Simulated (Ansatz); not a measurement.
Energy landscape near a Na structure

These are results of Ansatz 0.2.0, DFT PBEsol, scalar-relativistic, plane waves, PAW, not measurements.

Settings: cutoff 420 eV, Γ-centred mesh 14×14×6 on the computed 3-atom cell, Gaussian smearing of 0.10 eV; no spin polarisation.

Reference cell:

```
Na
1.0
     3.19665   -1.85655    0.00000
     3.19665    1.85655    0.00000
    -2.17445    0.00000    9.36485
Na
3
Cartesian
  0.0000 0.0000 0.0000
  -0.0277 0.0000 6.2433
  4.2465 0.0000 3.1215
```

Each variant moves atoms of this cell by the vectors given, if any (Å), and then applies a symmetric strain (tensor components, Cartesian axes). The reference cell isn't relaxed at this level. Energies are per atom at zero smearing, counted from the lowest variant. Pressure is positive in compression.

1. strain (xx yy zz yz xz xy, %) -1.24 -1.47 -1.65 0.11 1.00 0.03; moves: Na2 (0.042, 0.055, 0.023); Na3 (-0.042, -0.055, -0.023)
2. strain (xx yy zz yz xz xy, %) 5.06 5.64 -0.65 0.00 -3.04 0.00; moves: Na2 (0.182, 0.000, 0.028); Na3 (-0.182, 0.000, -0.028)
3. strain (xx yy zz yz xz xy, %) -0.39 2.10 -8.14 0.00 -4.69 0.00; moves: Na1 (-0.186, 0.000, 0.102); Na2 (0.098, 0.000, -0.057); Na3 (0.087, 0.000, -0.045)
4. strain (xx yy zz yz xz xy, %) -2.77 -4.45 5.39 0.00 -3.73 0.00; moves: Na2 (0.103, 0.000, -0.066); Na3 (-0.103, 0.000, 0.066)
5. strain (xx yy zz yz xz xy, %) 3.35 4.76 3.18 -0.06 0.11 -0.34; moves: Na2 (-0.032, -0.006, -0.016); Na3 (0.032, 0.006, 0.016)
6. strain (xx yy zz yz xz xy, %) 1.84 0.07 0.60 0.00 0.06 0.00; moves: Na2 (0.179, 0.000, 0.041); Na3 (-0.179, 0.000, -0.041)

| result | ΔE (meV/atom) | P (GPa) | largest force (eV/Å) |
| --- | --- | --- | --- |
| A | 10.9 | 0.50 | 0.13 |
| B | 0.0 | 0.21 | 0.03 |
| C | 11.0 | -0.73 | 0.03 |
| D | 15.8 | 0.12 | 0.05 |
| E | 2.8 | -0.30 | 0.04 |
| F | 12.6 | -0.80 | 0.02 |

Q: Which variant gave which result?

A: A is 3, B is 1, C is 2, D is 4, E is 6, F is 5. The pressure falls as the cell grows: from the smallest volume to the largest the variants are 3, 1, 4, 6, 2, 5.

This form isn't the element's structure at ambient conditions.